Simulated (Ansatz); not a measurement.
Values for one crystal, relaxed and computed with the program Ansatz at the PBE level (PAW); other levels are named.

| Property | Value |
|---|---|
| Volume per atom | 9.70 Å³ |
| Band gap | 0.87 eV (indirect) |
| Smallest direct gap on the standard path | 3.00 eV |
| Pressure derivative B′ | 4.0 |
| Bulk modulus (Birch–Murnaghan fit) | 219 GPa |
| Hole effective mass | 0.39, 0.39, 3.6 mₑ (principal values) |
| Valence-band maximum | at Γ |

### Question
Which compound is it?
A) SiC, P6_422 (Si on 3c, C on 3d)
B) CuI, zinc blende
C) Bi2Te3, R-3m (Bi on 6c, Te on 3a, Te on 6c)
D) Zn2SnO4, P4_122 (Pearson symbol tP28)

### Answer
A, SiC, P6_422 (Si on 3c, C on 3d)

The start of the workflow was typed in or built on a structure type; neither database checked (COD, Materials Project) lists it. It is not the phase usual at ambient conditions (space group No. 186, 216). Symmetry was held in the PBE relaxation; its stability against distortions is not shown here. Its formation energy is positive at this level, so the cell may be metastable or incomplete.

Potentials: the later of the program's two PAW sets.
